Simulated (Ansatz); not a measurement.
MgH₂ (rutile, P4_2/mnm), plane-wave PAW r²SCAN (Ansatz code). The conduction-band minimum lies on the A–Z line, 21 % of the way from A, with 4 equivalent valleys. Second derivatives d²E/dk² of the lowest band at one valley (eV·Å²), along Cartesian directions:

```tsv
direction	d²E/dk²
[100]	15.27
[010]	15.27
[001]	15.57
[110]	11.99
[101]	15.42
[011]	15.42
```

Task: Find the principal effective masses, the density-of-states mass and the conductivity mass.

Result: Off-diagonal terms follow from H_xy = H[110] − (H_xx + H_yy)/2, and m*/mₑ = 7.620 eV·Å² over each eigenvalue: 0.41, 0.49, 0.64. One valley's DOS mass (m₁m₂m₃)^(1/3) = 0.50, conductivity mass 3/(Σ 1/mᵢ) = 0.50 mₑ.

Task: What effective density of states Nc follows at 300 K for parabolic valleys?

Result: Nc = 2.509e19 × 4 × (0.50)^(3/2) ≈ 3.5e19 cm⁻³.

The r²SCAN relaxation kept the symmetry of its start.

Potentials: the later of the program's two PAW sets.

Edges and masses are those of Kohn–Sham bands, whose gap is no quasiparticle gap.
